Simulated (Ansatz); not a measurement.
Space group Fm-3m (No. 225). a = 5.318 Å, b = 5.318 Å, c = 5.318 Å, α = 90.00°, β = 90.00°, γ = 90.00°
```
atom site symmetry x y z
  Pb    4a m-3m  0.0000  0.0000  0.0000
   O    8c      -43m  0.2500  0.7500  0.7500
```

Equation of state of this PbO₂ structure (not necessarily the ground state), with shape and atoms relaxed at each volume where symmetry leaves them free. It has no gap at any of these volumes. The calculation used Ansatz, DFT r2SCAN, scalar-relativistic, plane waves, PAW.

Cutoff 500 eV; k points 14×14×14 on the computed 3-atom cell (Γ-centred); Gaussian smearing, width 0.10 eV; no spin polarisation.

```json
{"V (Å³/atom)": "11.028", "E − E(largest V) (meV/atom)": "66.39", "P (GPa)": "28.63"}
{"V (Å³/atom)": "11.404", "E − E(largest V) (meV/atom)": "10.21", "P (GPa)": "19.52"}
{"V (Å³/atom)": "11.780", "E − E(largest V) (meV/atom)": "-26.26", "P (GPa)": "11.80"}
{"V (Å³/atom)": "12.156", "E − E(largest V) (meV/atom)": "-46.15", "P (GPa)": "5.36"}
{"V (Å³/atom)": "12.532", "E − E(largest V) (meV/atom)": "-52.20", "P (GPa)": "0.03"}
{"V (Å³/atom)": "12.908", "E − E(largest V) (meV/atom)": "-46.84", "P (GPa)": "-4.41"}
{"V (Å³/atom)": "13.284", "E − E(largest V) (meV/atom)": "-31.94", "P (GPa)": "-8.10"}
{"V (Å³/atom)": "13.785", "E − E(largest V) (meV/atom)": "0.00", "P (GPa)": "-12.06"}
```

Fit a third-order Birch–Murnaghan equation to E(V).

V0 = 12.53 Å³/atom, B0 = 162 GPa, B0' = 5.1.

Spin-orbit coupling is left out, which matters for the bands of heavy elements.

Cost: 8 runs of about 1.4 core-minutes in all, on Arm Neoverse V2 (shared hosts).